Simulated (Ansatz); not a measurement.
Zn (hcp, Mg type)

```yaml
crystal:
  lattice:
    - [2.64679, 0.00000, 0.00000]
    - [-1.32339, 2.29218, 0.00000]
    - [0.00000, 0.00000, 4.67938]
  atoms:
    - { symbol: Zn, position: [0.33333, 0.66667, 0.75000] }
    - { symbol: Zn, position: [0.66667, 0.33333, 0.25000] }
```

The slice is a (1 -1 0 0) plane (indices of the conventional cell) through the point (0.333, 0.667, 0.750) (fractional), spanned by u = [110] and v = [001] in vectors of this cell: u (2.65 Å) and v (4.68 Å, at 90° to u). It covers one period; positions are fractions (u, v).

Calculation: r2SCAN (plane waves to 500 eV, PAW, scalar-relativistic; Ansatz, a first-principles code). k mesh 20×20×10. These are valence fields of a PAW run, semicore shells included where kept as valence: close to a nucleus they are smooth pseudo fields. Zn was relaxed with its symmetry unable to fall.

**Question.** What is the ELF at the midpoint of the shortest Zn–Zn line in this plane (2.65 Å)?

**Answer.** 0.34.

**Question.** Predict the map of the valence electron density on the slice.

**Answer.** 
| v \ u | 0.00 | 0.11 | 0.22 | 0.33 | 0.44 | 0.56 | 0.67 | 0.78 | 0.89 |
|---|---|---|---|---|---|---|---|---|---|
| 0.88 | 0.3 | 0.2 | -0.2 | -0.6 | -0.7 | -0.7 | -0.6 | -0.2 | 0.2 |
| 0.75 | -0.7 | -0.7 | -0.7 | -0.8 | -0.8 | -0.8 | -0.8 | -0.7 | -0.7 |
| 0.62 | -0.7 | -0.7 | -0.7 | -0.6 | -0.5 | -0.5 | -0.6 | -0.7 | -0.7 |
| 0.50 | -0.7 | -0.6 | -0.5 | -0.3 | -0.1 | -0.1 | -0.3 | -0.5 | -0.6 |
| 0.38 | -0.7 | -0.7 | -0.7 | -0.6 | -0.5 | -0.5 | -0.6 | -0.7 | -0.7 |
| 0.25 | -0.7 | -0.7 | -0.7 | -0.8 | -0.8 | -0.8 | -0.8 | -0.7 | -0.7 |
| 0.12 | 0.3 | 0.2 | -0.2 | -0.6 | -0.7 | -0.7 | -0.6 | -0.2 | 0.2 |
| 0.00 | 1.7 | 1.3 | 0.3 | -0.3 | -0.6 | -0.6 | -0.3 | 0.3 | 1.3 |

Values: log₁₀ of the valence density in e/Å³. The scale is logarithmic, as a density can span decades between atoms and voids.
